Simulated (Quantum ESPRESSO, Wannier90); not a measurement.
Wannier functions of LiPb (CsCl type)

Structure: Materials Project mp-2314, symmetrised, not relaxed again. COD (Crystallography Open Database) has the formula in 2 space groups, this one among them (matched by group alone). Computed values, not measurements, from PBEsol: Quantum ESPRESSO (norm-conserving PseudoDojo potentials, cutoff 60 Ry, no spin polarisation, no spin-orbit coupling) on a Γ-centred 10×10×10 mesh, then Wannier90. Density: 12×12×12 mesh, cold smearing 0.01 Ry. Spin-orbit coupling is left out although heavy elements are present.

Input w.win:

```
num_bands = 15
num_wann = 8
exclude_bands = 1-6
num_iter = 0
conv_tol = 1.0e-6
conv_window = 4
dis_num_iter = 1000
dis_conv_tol = 1.0e-6
dis_froz_max = 10.05
write_hr = true
write_u_matrices = true
begin projections
Li: s;p
Pb: s;p
end projections
begin unit_cell_cart
ang
    3.5262600000    0.0000000000    0.0000000000
    0.0000000000    3.5262600000    0.0000000000
    0.0000000000    0.0000000000    3.5262600000
end unit_cell_cart
begin atoms_frac
Li   0.0000000000  0.0000000000  0.0000000000
Pb   0.5000000000  0.5000000000  0.5000000000
end atoms_frac
mp_grid = 10 10 10
begin kpoints
0.0000000000 0.0000000000 0.0000000000
0.0000000000 0.0000000000 0.1000000000
0.0000000000 0.0000000000 0.2000000000
... (997 more lines: the 10x10x10 mesh through Gamma)
end kpoints
```

On the energy scale of pw.x, whose zero is arbitrary, the Fermi level lies at 8.55 eV. Lines of w_hr.dat (R1 R2 R3 m n Re Im, eV) for R = 0 and one of the shortest lattice vectors, rounded to 0.01 eV, lines under 0.02 eV left out; orbitals in order: Li1 s, Li1 pz, Li1 px, Li1 py, Pb2 s, Pb2 pz, Pb2 px, Pb2 py.

```
    0    0    0    1    1    12.53     0.00
    0    0    0    5    1    -0.76     0.00
    0    0    0    6    1     0.84     0.00
    0    0    0    7    1     0.84     0.00
    0    0    0    8    1     0.84     0.00
    0    0    0    2    2    14.53     0.00
    0    0    0    5    2    -0.75     0.00
    0    0    0    6    2     0.57     0.00
    0    0    0    7    2     0.80     0.00
    0    0    0    8    2     0.80     0.00
    0    0    0    3    3    14.53     0.00
    0    0    0    5    3    -0.75     0.00
    0    0    0    6    3     0.80     0.00
    0    0    0    7    3     0.57     0.00
    0    0    0    8    3     0.80     0.00
    0    0    0    4    4    14.53     0.00
    0    0    0    5    4    -0.75     0.00
    0    0    0    6    4     0.80     0.00
    0    0    0    7    4     0.80     0.00
    0    0    0    8    4     0.57     0.00
    0    0    0    1    5    -0.76     0.00
    0    0    0    2    5    -0.75     0.00
    0    0    0    3    5    -0.75     0.00
    0    0    0    4    5    -0.75     0.00
    0    0    0    5    5     1.88     0.00
    0    0    0    1    6     0.84     0.00
    0    0    0    2    6     0.57     0.00
    0    0    0    3    6     0.80     0.00
    0    0    0    4    6     0.80     0.00
    0    0    0    6    6    11.60     0.00
    0    0    0    1    7     0.84     0.00
    0    0    0    2    7     0.80     0.00
    0    0    0    3    7     0.57     0.00
    0    0    0    4    7     0.80     0.00
    0    0    0    7    7    11.60     0.00
    0    0    0    1    8     0.84     0.00
    0    0    0    2    8     0.80     0.00
    0    0    0    3    8     0.80     0.00
    0    0    0    4    8     0.57     0.00
    0    0    0    8    8    11.60     0.00
   -1    0    0    1    1    -0.12     0.00
   -1    0    0    3    1     0.46     0.00
   -1    0    0    5    1    -0.03     0.00
   -1    0    0    6    1     0.02     0.00
   -1    0    0    7    1     0.08     0.00
   -1    0    0    8    1     0.02     0.00
   -1    0    0    2    2     0.08     0.00
   -1    0    0    7    2     0.07     0.00
   -1    0    0    8    2     0.02     0.00
   -1    0    0    1    3    -0.46     0.00
   -1    0    0    3    3     0.99     0.00
   -1    0    0    5    3    -0.04     0.00
   -1    0    0    6    3     0.04     0.00
   -1    0    0    7    3     0.05     0.00
   -1    0    0    8    3     0.04     0.00
   -1    0    0    4    4     0.08     0.00
   -1    0    0    6    4     0.02     0.00
   -1    0    0    7    4     0.07     0.00
   -1    0    0    1    5    -0.76     0.00
   -1    0    0    2    5    -0.75     0.00
   -1    0    0    3    5     0.75     0.00
   -1    0    0    4    5    -0.75     0.00
   -1    0    0    7    5     0.37     0.00
   -1    0    0    1    6     0.84     0.00
   -1    0    0    2    6     0.57     0.00
   -1    0    0    3    6    -0.80     0.00
   -1    0    0    4    6     0.80     0.00
   -1    0    0    6    6     0.09     0.00
   -1    0    0    1    7    -0.84     0.00
   -1    0    0    2    7    -0.80     0.00
   -1    0    0    3    7     0.57     0.00
   -1    0    0    4    7    -0.80     0.00
   -1    0    0    5    7    -0.37     0.00
   -1    0    0    7    7     1.22     0.00
   -1    0    0    1    8     0.84     0.00
   -1    0    0    2    8     0.80     0.00
   -1    0    0    3    8    -0.80     0.00
   -1    0    0    4    8     0.57     0.00
   -1    0    0    8    8     0.09     0.00
```
